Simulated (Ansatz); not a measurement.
# Relaxing a structure of P

The start is a randomly generated symmetric cell of P (space group No. 123). The cell and all atomic positions are relaxed at zero pressure with r2SCAN (plane waves to 500 eV, PAW, scalar-relativistic; Ansatz, a first-principles code). The first steps use a coarse 10×10×2 k-mesh.

Starting cell:
```
CELL_PARAMETERS angstrom
      2.36772     0.00000     0.00000
      0.00000     2.36772     0.00000
      0.00000     0.00000    11.13291
ATOMIC_POSITIONS crystal
  P  0.50000 0.50000 0.50000
  P  0.00000 0.00000 0.27451
  P  0.00000 0.00000 0.72549
  P  0.00000 0.00000 0.50000
```

**Question.** What pressure does the first self-consistent step give?

**Answer.** +137 GPa (positive: the cell is compressed).

**Question.** Which atoms feel the largest initial force, and how large is it?

**Answer.** About 1.4 eV/Å, on P2, P3 (atoms numbered as listed).

**Question.** How much energy is released per atom?

**Answer.** 4.24 to 4.29 eV/atom (the two k-meshes of the run give this range).

**Question.** How does the volume per atom move from start to end?

**Answer.** +36.2 %, from 15.60 to 21.25 Å³/atom.

**Question.** What band gap does the relaxed structure have at this level?

**Answer.** Zero (metallic).

**Question.** Give the final cell and atomic positions.

**Answer.** 
Space group P4/mmm (No. 123); a = 3.052 Å, b = 3.052 Å, c = 9.130 Å, α = 90.00°, β = 90.00°, γ = 90.00°

```tsv
atom	site	symmetry	x	y	z
P	1d	4/mmm	0.5000	0.5000	0.5000
P	2g	4mm	0.0000	0.0000	0.1157
P	1b	4/mmm	0.0000	0.0000	0.5000
```

The space group stays P4/mmm (No. 123) (the run could not lower it), with 4 atoms in the primitive cell. Final values are on a 15×15×5 k-mesh of the relaxed cell. No spin polarisation in the result.

The run could not lose the symmetry of its start, so the end can be a saddle point.

The relaxed structure here is a generated cell of P: the first start was made by a random draw of sites in a space group, and the end was not matched to a known phase here, so it may be hypothetical. Known forms of P include space group No. 64.
